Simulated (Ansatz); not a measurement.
LiH (rock salt, Fm-3m), a = b = c = 3.9808 Å, α = β = γ = 90.00°; the cell used has 2 atoms.

Relaxed with PBEsol. DFT-PBEsol in the program Ansatz with PAW potentials gives a gap of 2.73 eV.

### Question
What gap does HSE06 give on the same cell (Ansatz, PAW)?

### Answer
3.96 eV, 1.23 eV more. The hybrid was solved on a coarser mesh and at special points; its gap is the smallest among all of these.

| k | v1 PBEsol | c1 PBEsol | v1 HSE06 | c1 HSE06 |
|---|---|---|---|---|
| X | 0.00 | 2.73 | 0.00 | 3.96 |
| L | -2.77 | 4.73 | (withheld) | (withheld) |
| W | -0.25 | 5.05 | (withheld) | (withheld) |
| K | -0.55 | 3.89 | (withheld) | (withheld) |

### Question
Top valence (v1) and lowest conduction level (c1) in eV from each method's valence maximum (which need not be a listed point): supply the withheld HSE06 values.

### Answer

- L, v1 HSE06: -2.94
- L, c1 HSE06: 6.00
- K, v1 HSE06: -0.56
- K, c1 HSE06: 5.19
- W, v1 HSE06: -0.25
- W, c1 HSE06: 6.41

Cost on shared cores: the PBEsol run (SCF on a 12×12×12 mesh, then bands and DOS) around 5 core-seconds (rough), the HSE06 run (SCF on 9×9×9, then a few points) about 60 core-seconds (a rough figure); the tasks are unlike.

Symmetry was held in the PBEsol relaxation.

Potentials: the later of the program's two PAW sets.
